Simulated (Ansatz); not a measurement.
**YGaS: reading a single point**

```xyz
9
Lattice="3.7912 6.5666 0.0000 -3.7912 6.5666 0.0000 0.0000 0.0000 4.5939" Properties=species:S:1:pos:R:3 pbc="T T T"
Ga    0.0004    8.7553    2.2970
Ga   -0.0004    4.3780    2.2970
S     1.9396    6.5666    2.2970
S     0.9258    1.6036    2.2970
S    -2.8654    4.9631    2.2970
Ga    0.0000    0.0000    0.0000
Y    -0.5796    6.5666    0.0000
Y     2.1854    3.7853    0.0000
Y    -1.6058    2.7814    0.0000
```

Level: r2SCAN, no spin polarisation; 500 eV; 5×5×7 Γ-centred mesh; fermi-dirac occupations (width 0.0264 eV); Ansatz 0.2.0, fixed geometry.

(1) What happens at the Fermi level?

(2) Describe some of the short contacts.

(3) What does the stress say?

(4) Where is the largest force?

Origin: a known structure type with other elements, at an estimated volume, so it need not be a known compound. Caveats: many states at the Fermi level without spin polarisation, so a magnetic state may lie lower; atoms or cell far from equilibrium.

## Answers

(1) It is a metal, with about 5.7 states/eV a cell as the mean within 0.25 eV of the Fermi level, mostly Y d (51 %) and Ga p (26 %).

(2) Ga–S at 2.92 Å: least valence density 0.18 e/Å³ and ELF 0.26 there. S–S at 3.21 Å: least valence density 0.12 e/Å³ and ELF 0.09 there. Ga–Y at 3.21 Å: least valence density 0.13 e/Å³ and ELF 0.24 there. These are pseudo-fields; inside the PAW spheres they differ from the all-electron ones.

(3) The pressure is -8.4 GPa (compression positive), so with the atoms held at these fractions the cell would first shrink; the forces are large, so a full relaxation may end otherwise. The principal stresses -11.1, -7.0, -7.0 GPa differ, so its shape would change too.

(4) The largest is on S4 (and as large on other atoms): 1.63 eV/Å, components (0.82, 1.41, 0.00). It makes 48° with the line to a nearest neighbour, Ga2 at 2.92 Å.
